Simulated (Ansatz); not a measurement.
## Property card for Ca2CuO3

Ca2CuO3:
```yaml
crystal:
  lattice:
    - [-1.61622, 1.88843, 6.00060]
    - [1.61622, -1.88843, 6.00060]
    - [1.61622, 1.88843, -6.00060]
  atoms:
    - { symbol: Ca, position: [0.85100, 0.35100, 0.50000] }
    - { symbol: Ca, position: [0.14900, 0.64900, 0.50000] }
    - { symbol: Cu, position: [0.50000, 0.00000, 0.50000] }
    - { symbol: O, position: [0.66038, 0.16038, 0.50000] }
    - { symbol: O, position: [0.33962, 0.83962, 0.50000] }
    - { symbol: O, position: [0.00000, 0.00000, 0.00000] }
```

Space group Immm (No. 71); conventional cell a = 3.232 Å, b = 3.777 Å, c = 12.001 Å, α = 90.00°, β = 90.00°, γ = 90.00°.

Method: DFT-PBEsol in the program Ansatz with PAW potentials. Structure relaxed to zero pressure with the same functional. Other levels are named where they apply.

### Cell and energy

- Volume per atom = 12.21 Å³
- Density = 4.35 g/cm³
- Formation energy from the elements (no fitted shifts) = -2.22 eV/atom

### Electronic structure

* **Electronic character**: metallic (no gap)
* **Density of states at the Fermi level**: 0.11 states/eV per atom (mean over ±0.08 eV)

### Mechanics

* **Bulk modulus (Birch–Murnaghan fit)**: 117 GPa
* **Pressure derivative B′**: 4.2

The workflow started from an entry of the Crystallography Open Database (COD). Whether it is the stable phase at ambient conditions was not checked. The PBEsol relaxation kept the symmetry of its start; whether a distortion lowers the energy is not shown. The run is not spin-polarised. No Hubbard U is applied. Without spin polarisation and U, an open-shell compound can come out a false metal. The references are the lowest solids computed at this level, not always the standard phases (solids in place of the gases).

Potentials: the later of the program's two PAW sets.
